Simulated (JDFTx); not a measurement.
System: a single Rb ion, charge +1, multiplicity 1.

Method: PBE, GBRV ultrasoft potentials, plane waves to 20/100 Ha, in JDFTx (a modified build). Liquid: CANDLE, water, 0.5 M NaF. The liquid run sits in a periodic box with 3.75 Å from the outermost atoms to the faces; the vacuum run is isolated. The solvation energy is E(in liquid) − E(vacuum) at fixed geometry, with no thermal, conformational or standard-state terms added.

The continuum has no solvent molecules that could bind to the bare ion. Single-ion values refer to zero potential in the bulk liquid, with no surface-potential term, and depend on the box by about 0.1 eV.

The solvation energy is -3.90 eV and the highest occupied level in vacuum (zero: vacuum level) is -21.65 eV. The highest occupied level in the liquid (zero: bulk electrolyte) is -13.99 eV and the volume of the model's cavity comes out as 94.00 Å³. The rough cost, vacuum and liquid run is 20 s and 50 s of core time.
